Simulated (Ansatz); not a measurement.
NbP:
Space group P-6m2 (No. 187); a = b = 3.3346 Å, c = 3.3268 Å, α = β = 90.00°, γ = 120.00°

| atom | site | symmetry | x | y | z |
|---|---|---|---|---|---|
| Nb | 1a | -6m2 | 0.0000 | 0.0000 | 0.0000 |
| P | 1f | -6m2 | 0.6667 | 0.3333 | 0.5000 |

Relaxed with r²SCAN.

Decompose the optical modes at the zone centre into irreducible representations, and say which are infrared and Raman allowed.

Point group -6m2: Γ_opt = A2'' + E'. Infrared: A2'', E'. Raman: E'.

Assign frequencies (DFPT, plane-wave PAW r²SCAN (Ansatz code)).

A2'' 312, E' 367 cm⁻¹.

A made-up cell: these elements were put on the sites of a structure type; neither database checked (COD, Materials Project) lists it. COD files the formula under space group No. 141, so this cell is another polymorph or a model. Its standing as an ambient phase is unchecked. The r²SCAN relaxation kept the symmetry of its start; of distortions, only those at the zone centre were tested. No spin polarisation was allowed. As this level gives no gap, phonon frequencies hold no LO–TO term and depend on the k-mesh and smearing (Fermi–Dirac, 0.1 eV here).

Potentials: the later of the program's two PAW sets.
